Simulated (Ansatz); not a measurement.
## Bi₂Te at several levels of theory

One geometry, relaxed with PBE, and single points on it; plane waves with PAW potentials in Ansatz, scalar-relativistic unless the row names spin-orbit coupling. No spin polarisation. Meshes are on the primitive cell of 6 atoms. Gaps are the least over mesh and band path; pressure is positive in compression. Smearing is Gaussian, 0.10 eV.

```xyz
6
Lattice="-4.1733 4.1733 3.1079 4.1733 -4.1733 3.1079 4.1733 4.1733 -3.1079" Properties=species:S:1:pos:R:3 pbc="T T T"
Bi    4.1737    2.0866    0.7770
Bi   -0.0004    2.0866    3.8849
Bi    2.0866    4.1729   -0.7770
Bi    2.0866    0.0004    2.3309
Te    0.0000    0.0000    0.0000
Te    0.0000    4.1733    1.5540
```

| level | cutoff (eV) | k mesh | gap (eV) | pressure (GPa) | rough cost with bands (core-min) |
| --- | --- | --- | --- | --- | --- |
| PBE | 420 | 8×8×8 | 0 | 0.0 | 11 |

What does LDA give on the same cell?

```csv
level,cutoff (eV),k mesh,gap (eV),pressure (GPa),rough cost with bands (core-min)
LDA,420,8×8×8,0,-3.3,10
```

Spin-orbit coupling is left out except in a row that names it, which matters for the bands of heavy elements.